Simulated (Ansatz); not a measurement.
CsPbCl3 (Pm-3m) from a database of computed structures, relaxed with r2SCAN, was run in Ansatz under altered settings. All numbers are computed, without spin polarisation but where a row says otherwise.

```yaml
crystal:
  lattice:
    - [4.01412, 2.31755, 3.27732]
    - [-4.01412, 2.31755, 3.27732]
    - [0.00000, -4.63511, 3.27732]
  atoms:
    - { symbol: Cs, position: [0.50000, 0.50000, 0.50000] }
    - { symbol: Pb, position: [0.00000, 0.00000, 0.00000] }
    - { symbol: Cl, position: [0.50000, 0.00005, 0.99995] }
    - { symbol: Cl, position: [0.00005, 0.99995, 0.50000] }
    - { symbol: Cl, position: [0.99995, 0.50000, 0.00005] }
```

The base run's other keys:
```yaml
kpoints:
  mp_grid: { grid: [2, 2, 2] }
hamiltonian:
  xc: hse06
scf:
  occupations: { method: fixed }
  n_extra_bands: 5
```

It takes 12 iterations with 3575 plane waves at 420 eV and 4 k points, and leaves a mean stress of +1.45 GPa. The gap over this mesh is 2.860 eV. It ran on 4 threads of Arm Neoverse V2, on a shared host.

Outcomes, with energy and stress as changes against the base:
```csv
setting,outcome,ΔF (meV/atom),Δ mean stress (GPa),gap on the mesh (eV),iterations,wall time
"PBE hybrid, exx coeff 0.2, omega 0.1 1/Å",converged,–,+0.1,2.961,11,13 s
scf.mixing.preconditioner: resta,converged,0.0,0.0,2.860,12,11 s
```
A dash marks a value that wasn't obtained or can't be compared. Stress is positive in compression. The base took 11 s. The base's mesh is coarse for a hybrid, so its own values aren't converged.

- PBE hybrid, exx coeff 0.2, omega 0.1 1/Å. That is 20 % exact exchange, screened with ω = 0.1 1/Å, against HSE06's 25 % screened at 0.208 1/Å. The mean stress moves by +0.1 GPa and the gap on the mesh by +0.101 eV (to 2.961). Totals of different functionals aren't comparable. The program warns that on this mesh the truncation of the exchange isn't bounded, so part of the change can be an error of the mesh.

Within 1 meV an atom, 0.1 GPa and 0.005 eV of the base stay: scf.mixing.preconditioner: resta.

Spin-orbit coupling is left out; in compounds of Pb, Bi, Tl or Hg it can lower a gap by up to about 1 eV, split its edges or invert the bands.

The program warns that its thresholds are loose for a hybrid's stress.

The meshes of the hybrids are coarse, so their gaps aren't converged to the digits shown.
